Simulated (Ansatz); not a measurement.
Computed with Ansatz 0.2.0, DFT PBE, scalar-relativistic, plane waves, PAW. All cells share a 420 eV cutoff and Γ-centred k meshes spaced at most about 0.3 Å⁻¹ (about 0.25 or finer for metals, 2π included). No spin polarisation in the final relaxations.

Temperature and zero-point effects are left out. All come from trial cells, and lower structures may exist.

Problem. Order these relaxed structures of LaNb2F3 by energy, lowest first, with the energy over the lowest of them.
1.

```cif
data_structure
_symmetry_space_group_name_H-M 'R-3m:H'
_symmetry_Int_Tables_number 166
_cell_length_a 5.1860
_cell_length_b 5.1860
_cell_length_c 13.4542
_cell_angle_alpha 90.000
_cell_angle_beta 90.000
_cell_angle_gamma 120.000
_cell_volume 313.37
loop_
_atom_site_label
_atom_site_type_symbol
_atom_site_symmetry_multiplicity
_atom_site_Wyckoff_symbol
_atom_site_fract_x
_atom_site_fract_y
_atom_site_fract_z
_atom_site_occupancy
La1 La 3 a 0.00000 0.00000 0.00000 1
Nb1 Nb 6 c 0.00000 0.00000 0.71060 1
F1 F 9 d 0.16667 0.83333 0.83333 1
```

2.

```cif
data_structure
_symmetry_space_group_name_H-M 'P-3m1'
_symmetry_Int_Tables_number 164
_cell_length_a 3.9862
_cell_length_b 3.9862
_cell_length_c 8.6833
_cell_angle_alpha 90.000
_cell_angle_beta 90.000
_cell_angle_gamma 120.000
_cell_volume 119.49
loop_
_atom_site_label
_atom_site_type_symbol
_atom_site_symmetry_multiplicity
_atom_site_Wyckoff_symbol
_atom_site_fract_x
_atom_site_fract_y
_atom_site_fract_z
_atom_site_occupancy
La1 La 1 a 0.00000 0.00000 0.00000 1
Nb1 Nb 2 d 0.33333 0.66667 0.58775 1
F1 F 2 d 0.33333 0.66667 0.06758 1
F2 F 1 b 0.00000 0.00000 0.50000 1
```

3.

```cif
data_structure
_symmetry_space_group_name_H-M 'P6/mmm'
_symmetry_Int_Tables_number 191
_cell_length_a 5.3377
_cell_length_b 5.3377
_cell_length_c 4.3549
_cell_angle_alpha 90.000
_cell_angle_beta 90.000
_cell_angle_gamma 120.000
_cell_volume 107.45
loop_
_atom_site_label
_atom_site_type_symbol
_atom_site_symmetry_multiplicity
_atom_site_Wyckoff_symbol
_atom_site_fract_x
_atom_site_fract_y
_atom_site_fract_z
_atom_site_occupancy
La1 La 1 b 0.00000 0.00000 0.50000 1
Nb1 Nb 2 d 0.33333 0.66667 0.50000 1
F1 F 2 c 0.33333 0.66667 0.00000 1
F2 F 1 a 0.00000 0.00000 0.00000 1
```

4.

```cif
data_structure
_symmetry_space_group_name_H-M 'P4/mmm'
_symmetry_Int_Tables_number 123
_cell_length_a 3.0439
_cell_length_b 3.0439
_cell_length_c 13.0264
_cell_angle_alpha 90.000
_cell_angle_beta 90.000
_cell_angle_gamma 90.000
_cell_volume 120.70
loop_
_atom_site_label
_atom_site_type_symbol
_atom_site_symmetry_multiplicity
_atom_site_Wyckoff_symbol
_atom_site_fract_x
_atom_site_fract_y
_atom_site_fract_z
_atom_site_occupancy
La1 La 1 d 0.50000 0.50000 0.50000 1
Nb1 Nb 2 h 0.50000 0.50000 0.88888 1
F1 F 1 a 0.00000 0.00000 0.00000 1
F2 F 2 g 0.00000 0.00000 0.59891 1
```

Solution. 2 (0 meV/atom), 3 (15 meV/atom), 1 (27 meV/atom), 4 (311 meV/atom). Forms: 2 P-3m1; 3 P6/mmm; 1 R-3m; 4 P4/mmm. Counting F atoms around La and Nb (those within 1.25 times the shortest such distance or 1.15 times the sum of covalent radii): cell 2 has La 6, Nb 3; cell 3 has La 2, Nb 2; cell 1 has La 6, Nb 3; cell 4 has La 8, Nb 4.

The k mesh leaves some 4 meV/atom of noise in the energy of each metallic cell. A magnetic state wasn't ruled out in cells without spin, among them P-3m1, P6/mmm, R-3m, P4/mmm. Cells relaxed within their symmetry can be saddle points. Some types were kept out of the candidates beforehand, so the set may lack a known form.
